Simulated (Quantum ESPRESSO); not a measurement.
# B3GeP3C: input and log of a self-consistent run

A calculation, not a measurement. The program is pw.x of Quantum ESPRESSO 7.5 (plane-wave density functional theory). The cell is made up: 8 atoms on a zincblende/diamond lattice, with randomly drawn elements, strain and displacements, not relaxed. PseudoDojo standard norm-conserving files (v0.5 for PBE, v0.4.1 for LDA and PBEsol) set the functional; there is no spin polarisation, spin-orbit coupling or dispersion term, and the masses in the input are unused placeholders.

Input:

```
&control calculation='scf', pseudo_dir='./dojo.nc.sr.pbe.v0_5.standard.upf', outdir='./o', disk_io='low', tprnfor=.true., tstress=.true. /
&system ibrav=0, nat=8, ntyp=4, nbnd=31, ecutwfc=82.02448710, nosym=.true., tot_charge=0,
 occupations='smearing', smearing='fd', degauss=0.0073498644
/
&electrons conv_thr=7.350e-09, electron_maxstep=60, /
ATOMIC_SPECIES
B 1.0 B.upf
C 1.0 C.upf
Ge 1.0 Ge.upf
P 1.0 P.upf
CELL_PARAMETERS angstrom
4.6992 0.0 0.0
0.0 4.6992 0.0
0.0 0.0 4.655
ATOMIC_POSITIONS angstrom
B -0.0975 0.0009 -0.0303
B 0.0086 2.3567 2.2342
B 2.3213 -0.0237 2.304
Ge 2.255 2.3436 -0.0317
P 1.2251 1.0469 1.1462
P 0.9712 3.5427 3.4124
C 3.4491 1.1654 3.332
P 3.5469 3.4986 1.2136
K_POINTS automatic
6 6 6 1 1 1
```

The log is shortened where brackets say so; the opening notice, blank lines, dates and the lines on written files are dropped, and the path of the files is cut. It prints rydbergs, bohrs and kilobars, and counts compression as positive stress.

```
     Program PWSCF v.7.5
     Parallel version (MPI & OpenMP), running on       4 processor cores
     Number of MPI processes:                 4
     Threads/MPI process:                     1
     [start-up lines left out]
     bravais-lattice index     =            0
     lattice parameter (alat)  =       8.8802  a.u.
     unit-cell volume          =     693.6879 (a.u.)^3
     number of atoms/cell      =            8
     number of atomic types    =            4
     number of electrons       =        42.00
     number of Kohn-Sham states=           31
     kinetic-energy cutoff     =      82.0245  Ry
     charge density cutoff     =     328.0979  Ry
     scf convergence threshold =      7.3E-09
     mixing beta               =       0.7000
     number of iterations used =            8  plain     mixing
     Exchange-correlation= PBE
                           (   1   4   3   4   0   0   0)
     [axes and pseudopotential details left out]
   Cartesian axes
     site n.     atom                  positions (alat units)
         1        B      tau(   1) = (  -0.0207482   0.0001915  -0.0064479  )
         2        B      tau(   2) = (   0.0018301   0.5015109   0.4754426  )
         3        B      tau(   3) = (   0.4939777  -0.0050434   0.4902962  )
         4        Ge     tau(   4) = (   0.4798689   0.4987232  -0.0067458  )
         5        P      tau(   5) = (   0.2607039   0.2227826   0.2439139  )
         6        P      tau(   6) = (   0.2066735   0.7538943   0.7261662  )
         7        C      tau(   7) = (   0.7339760   0.2479997   0.7090569  )
         8        P      tau(   8) = (   0.7547880   0.7445097   0.2582567  )
     number of k points=   108  Fermi-Dirac smearing, width (Ry)=  0.0073
     Number of k-points >= 100: set verbosity='high' to print them.
     Dense  grid:    69679 G-vectors     FFT dimensions: (  54,  54,  54)
     Estimated max dynamical RAM per process >     197.73 MB
     Estimated total dynamical RAM >     739.90 MB
     Initial potential from superposition of free atoms
     starting charge      41.9980, renormalised to      42.0000
     Starting wfcs are   37 randomized atomic wfcs
     total cpu time spent up to now is        2.8 secs
     per-process dynamical memory:   167.1 Mb
     Self-consistent Calculation
     iteration #  1     ecut=    82.02 Ry     beta= 0.70
     Davidson diagonalization with overlap
     ethr =  1.00E-02,  avg # of iterations =  4.5
     total cpu time spent up to now is        9.6 secs
     total energy              =    -249.54201149 Ry
     estimated scf accuracy    <       0.47555865 Ry
     iteration #  2     ecut=    82.02 Ry     beta= 0.70
     Davidson diagonalization with overlap
     ethr =  1.13E-03,  avg # of iterations =  4.9
     total cpu time spent up to now is       15.6 secs
     total energy              =    -249.56526211 Ry
     estimated scf accuracy    <       0.49795412 Ry
     iteration #  3     ecut=    82.02 Ry     beta= 0.70
     Davidson diagonalization with overlap
     ethr =  1.13E-03,  avg # of iterations =  2.1
     total cpu time spent up to now is       20.2 secs
     total energy              =    -249.68139968 Ry
     estimated scf accuracy    <       0.05052161 Ry
     iteration #  4     ecut=    82.02 Ry     beta= 0.70
     Davidson diagonalization with overlap
     ethr =  1.20E-04,  avg # of iterations =  5.5
     total cpu time spent up to now is       26.0 secs
     total energy              =    -249.69179800 Ry
     estimated scf accuracy    <       0.00541525 Ry
     iteration #  5     ecut=    82.02 Ry     beta= 0.70
     Davidson diagonalization with overlap
     ethr =  1.29E-05,  avg # of iterations =  7.3
     total cpu time spent up to now is       32.7 secs
     total energy              =    -249.69298746 Ry
     estimated scf accuracy    <       0.00045631 Ry
     iteration #  6     ecut=    82.02 Ry     beta= 0.70
     Davidson diagonalization with overlap
     ethr =  1.09E-06,  avg # of iterations =  6.1
     total cpu time spent up to now is       38.8 secs
     total energy              =    -249.69308779 Ry
     estimated scf accuracy    <       0.00002633 Ry
     iteration #  7     ecut=    82.02 Ry     beta= 0.70
     Davidson diagonalization with overlap
     ethr =  6.27E-08,  avg # of iterations =  3.6
     total cpu time spent up to now is       43.9 secs
     total energy              =    -249.69309699 Ry
     estimated scf accuracy    <       0.00000678 Ry
     iteration #  8     ecut=    82.02 Ry     beta= 0.70
     Davidson diagonalization with overlap
     ethr =  1.61E-08,  avg # of iterations =  2.0
     total cpu time spent up to now is       48.3 secs
     total energy              =    -249.69309827 Ry
     estimated scf accuracy    <       0.00000066 Ry
     iteration #  9     ecut=    82.02 Ry     beta= 0.70
     Davidson diagonalization with overlap
     ethr =  1.57E-09,  avg # of iterations =  2.7
     total cpu time spent up to now is       52.9 secs
     total energy              =    -249.69309841 Ry
     estimated scf accuracy    <       0.00000003 Ry
     iteration # 10     ecut=    82.02 Ry     beta= 0.70
     Davidson diagonalization with overlap
     ethr =  6.12E-11,  avg # of iterations =  4.2
     total cpu time spent up to now is       58.8 secs
     total energy              =    -249.69309842 Ry
     estimated scf accuracy    <          9.3E-09 Ry
     iteration # 11     ecut=    82.02 Ry     beta= 0.70
     Davidson diagonalization with overlap
     ethr =  2.22E-11,  avg # of iterations =  2.0
     total cpu time spent up to now is       63.2 secs
     End of self-consistent calculation
     Number of k-points >= 100: set verbosity='high' to print the bands.
     the Fermi energy is     9.2857 ev
!    total energy              =    -249.69309842 Ry
     estimated scf accuracy    <          9.2E-10 Ry
     smearing contrib. (-TS)   =      -0.00010902 Ry
     internal energy E=F+TS    =    -249.69298941 Ry
     The total energy is F=E-TS. E is the sum of the following terms:
     one-electron contribution =     -92.62263838 Ry
     hartree contribution      =      71.32806758 Ry
     xc contribution           =     -67.45070083 Ry
     ewald contribution        =    -160.94771778 Ry
     convergence has been achieved in  11 iterations
     Forces acting on atoms (cartesian axes, Ry/au):
     atom    1 type  1   force =    -0.03703257    0.04119776   -0.04795936
     atom    2 type  1   force =    -0.05477304   -0.10147294    0.05112671
     atom    3 type  1   force =     0.06604045    0.03226867    0.07260797
     atom    4 type  3   force =     0.15464355   -0.04846306   -0.16821300
     atom    5 type  4   force =    -0.18372107   -0.08992565    0.10532501
     atom    6 type  4   force =    -0.02296377    0.09412646   -0.05351266
     atom    7 type  2   force =     0.02848241   -0.03323358    0.00752506
     atom    8 type  4   force =     0.04932402    0.10550233    0.03310026
     Total force =     0.410279     Total SCF correction =     0.000077
     Computing stress (Cartesian axis) and pressure
          total   stress  (Ry/bohr**3)                   (kbar)     P=      -11.43
  -0.00019533   0.00020731   0.00023152          -28.73       30.50       34.06
   0.00020731  -0.00009370  -0.00044670           30.50      -13.78      -65.71
   0.00023152  -0.00044670   0.00005599           34.06      -65.71        8.24
     init_run     :      2.60s CPU      2.71s WALL (       1 calls)
     electrons    :     60.17s CPU     60.39s WALL (       1 calls)
     forces       :      0.85s CPU      0.86s WALL (       1 calls)
     stress       :      3.01s CPU      3.01s WALL (       1 calls)
     [timing details left out]
     PWSCF        :   1m 6.78s CPU   1m 7.15s WALL
     JOB DONE.
```

In other units: free energy -3397.248 eV for the cell, pressure -1.14 GPa, largest force component 4.724 eV/Å. A rerun of this cell at 1347 eV and a 8 x 8 x 8 mesh moved values by no more than 0.002 eV in energy, 0.02 GPa in stress and 0.002 eV/Å in force.